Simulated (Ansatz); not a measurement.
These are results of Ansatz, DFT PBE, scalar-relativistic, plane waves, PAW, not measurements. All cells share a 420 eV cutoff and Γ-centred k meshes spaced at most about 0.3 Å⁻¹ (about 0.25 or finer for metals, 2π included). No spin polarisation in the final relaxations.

All energies are static (0 K, no zero-point motion).

Two forms of Ga2GeTeSe were relaxed alike.

A.

```
CELL_PARAMETERS angstrom
2.78411 -5.76784 0.00000
2.78411 5.76784 0.00000
0.00000 0.00000 5.59314
ATOMIC_POSITIONS crystal
Ga 0.26383 0.73617 0.50000
Ga 0.73617 0.26383 0.50000
Ge 0.00000 0.00000 0.00000
Te 0.00000 0.00000 0.50000
Se 0.50000 0.50000 0.50000
```

B.

```
CELL_PARAMETERS angstrom
2.67854 -5.37818 0.00000
2.67854 5.37818 0.00000
0.00000 0.00000 5.57768
ATOMIC_POSITIONS crystal
Ga 0.24749 0.75251 0.00000
Ga 0.75251 0.24749 0.00000
Ge 0.00000 0.00000 0.00000
Te 0.50000 0.50000 0.50000
Se 0.50000 0.50000 0.00000
```

Question: Which arrangement of the elements on these sites is preferred, and by what margin?

Answer: B is lower, by 110 meV/atom. The two share one framework of sites and differ in which element sits where. A has space group Cmmm (No. 65), 35.9 Å³/atom and no gap on its mesh; B has space group Cmmm (No. 65), 32.1 Å³/atom and no gap. The shortest distance is 2.72 Å (Ga–Se) in A and 2.66 Å (Ga–Ge) in B. The denser one is the lower, and pressure would at first widen the difference. Even the lower one lies +0.35 eV/atom against the reference forms of the elements (uncorrected), so neither is stable at this level. In A, Ga has 1 Se at 2.72 Å, 2 Ga at 2.80 Å and 1 Te at 3.04 Å; around Ge lie 2 Te at 2.80 Å; around Te lie 2 Se at 2.78 Å, 2 Ge at 2.80 Å and 2 Ga at 3.04 Å; Se has 2 Ga at 2.72 Å and 2 Te at 2.78 Å. In B, Ga has 1 Ge at 2.66 Å, 2 Ga at 2.68 Å and 1 Se at 2.72 Å; around Ge lie 2 Ga at 2.66 Å and 2 Se at 2.68 Å; Te is surrounded by 2 Se at 2.79 Å; Se has 2 Ge at 2.68 Å, 2 Ga at 2.72 Å and 2 Te at 2.79 Å. Both come from invented guesses. A third cell relaxed alike, in P4mm, lies 0.38 eV/atom below the lower of the two.

Spin–orbit coupling, which can matter for Te, is left out. Cells relaxed within their symmetry can be saddle points.
